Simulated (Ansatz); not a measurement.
# VH2: sound and stiffness along [100], [110] and [111]

These are results of DFT LDA, scalar-relativistic, plane waves, PAW (Ansatz 0.2.0), not measurements. Cutoff 420 eV, 18×18×18 k-points (Γ-centred), Fermi-Dirac smearing of 0.15 eV. No spin polarisation.

The cell, relaxed at this level:
```
V H
1.0
     0.00000    2.06870    2.06870
     2.06870    0.00000    2.06870
     2.06870    2.06870    0.00000
V H
1 2
Direct
  0.00000 0.00000 0.00000
  0.25000 0.25000 0.25000
  0.75000 0.75000 0.75000
```

In a metal, frequencies and elastic constants depend on the k mesh and the smearing, soft modes and shear constants most.

With ions relaxed, on the cubic axes: C11 = 314.9, C12 = 139.2, C44 = 100.1 GPa. The density is 4.967 g/cm³.

Question: Is the crystal stable against strain, and how anisotropic is it?

Answer: Born's conditions hold: C11 + 2C12 = 593.4, C11 − C12 = 175.6 and C44 = 100.1 GPa are all positive. B = (C11 + 2C12)/3 = 197.8 GPa. The two shear moduli are C44 and C′ = (C11 − C12)/2 = 87.8 GPa, so Zener's ratio is A = C44/C′ = 1.14: nearly isotropic. The Cauchy pressure C12 − C44 is 39.2 GPa; it would vanish for pair forces between atoms on inversion centres at zero pressure, and a positive value is usual with metallic or many-body binding, and where atoms off inversion centres relax under shear, which lowers C44.

Question: Give the sound speeds along the three symmetry directions.

Answer: The Christoffel equation gives ρv² for each branch:
```
direction branch                    ρv²    GPa v (m/s)
    [100]              L                    C11  314.9     7962
    [100]         T (×2) C44  100.1     4489
    [110]              L   (C11 + C12 + 2C44)/2  327.1     8116
    [110]   T, u ∥ [001]                    C44  100.1     4489
    [110]  T, u ∥ [1-10]          (C11 − C12)/2   87.8     4205
    [111]              L  (C11 + 2C12 + 4C44)/3  331.2     8167
    [111]         T (×2) (C11 − C12 + C44)/3   91.9     4302
```

Question: How does Young's modulus depend on direction?

Answer: Inverting gives S11 = 4.358, S12 = -1.336, S44 = 9.991 TPa⁻¹. Along a unit vector (l, m, n), 1/E = S11 − 2(S11 − S12 − S44/2)(l²m² + m²n² + n²l²), where the last bracket is 0, 1/4 and 1/3 for [100], [110] and [111]: E = 229, 249 and 257 GPa. With A > 1 the body diagonal is stiffest. For a film on (001), the biaxial modulus is C11 + C12 − 2C12²/C11 = 331 GPa and the normal strain is −2C12/C11 = -0.88 times the in-plane one.